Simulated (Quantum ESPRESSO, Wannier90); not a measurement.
## Tight-binding from DFT: Te (C2/m)

```
begin unit_cell_cart
ang
    3.8202900000   -2.1482050000    0.0000000000
    3.8202900000    2.1482050000    0.0000000000
   -0.0942870000    0.0000000000    5.9760860000
end unit_cell_cart
begin atoms_frac
Te  -0.3094500000 -0.3094500000 -0.3388100000
Te   0.3094500000  0.3094500000  0.3388100000
Te   0.0000000000  0.0000000000  0.0000000000
end atoms_frac
```

Cell from Materials Project (mp-570459), symmetrised, no further relaxation. Not found in the COD (Crystallography Open Database) copy used, which has the formula in other groups; not checked further. Method: PBEsol plane waves in Quantum ESPRESSO 7.5 (PseudoDojo norm-conserving files, 64 Ry, spinors with spin-orbit coupling), Bloch states on a 6×6×4 mesh through Γ, Wannier90 4.0.1. Density: 8×8×6 mesh, cold smearing 0.01 Ry. With spin-orbit coupling a semilocal functional can close or falsely invert a small gap; the band order was not checked against a better method.

A tight-binding model is made by disentanglement and projection with no localisation steps (num_iter = 0), so the 24 orbitals stay atom-like: hydrogen-like Te: s;p, axes along x, y, z; frozen window up to 1.50 eV relative to the Fermi level. It follows pw.x to 4.7 meV rms for states up to 1.0 eV relative to the Fermi level. Matrix elements depend on this choice of orbitals and windows.

What are the on-site energies relative to the Fermi level, and how fast do the hoppings decay?


| atom | orbitals | energy (eV) |
|---|---|---|
| Te1 | s↑ s↓ | -10.73 |
| Te1 | pz↑ pz↓ | -1.61 |
| Te1 | px↑ px↓ py↑ py↓ | -1.68 |
| Te2 | s↑ s↓ | -10.73 |
| Te2 | pz↑ pz↓ | -1.61 |
| Te2 | px↑ px↓ py↑ py↓ | -1.68 |
| Te3 | s↑ s↓ | -10.55 |
| Te3 | pz↑ pz↓ | -1.47 |
| Te3 | px↑ px↓ | -1.51 |
| Te3 | py↑ py↓ | -1.53 |

```json
[
 {"distance of the centres (Å)": "2–3", "largest modulus (eV)": "0.26"},
 {"distance of the centres (Å)": "3–4", "largest modulus (eV)": "1.1"},
 {"distance of the centres (Å)": "4–5", "largest modulus (eV)": "0.28"},
 {"distance of the centres (Å)": "5–6", "largest modulus (eV)": "0.045"},
 {"distance of the centres (Å)": "6–7", "largest modulus (eV)": "0.16"},
 {"distance of the centres (Å)": "7–8", "largest modulus (eV)": "0.018"},
 {"distance of the centres (Å)": "8–9", "largest modulus (eV)": "0.012"},
 {"distance of the centres (Å)": "9–10", "largest modulus (eV)": "0.040"},
 {"distance of the centres (Å)": "10–11", "largest modulus (eV)": "0.0066"}
]
```

Effective spin-orbit constants λ of λ L·S, from the same-site elements px↑–py↑ (λ/2) and dx2-y2↑–dxy↑ (λ), where they are among the larger elements: Te1 p 0.54 eV, Te2 p 0.54 eV, Te3 p 0.53 eV.
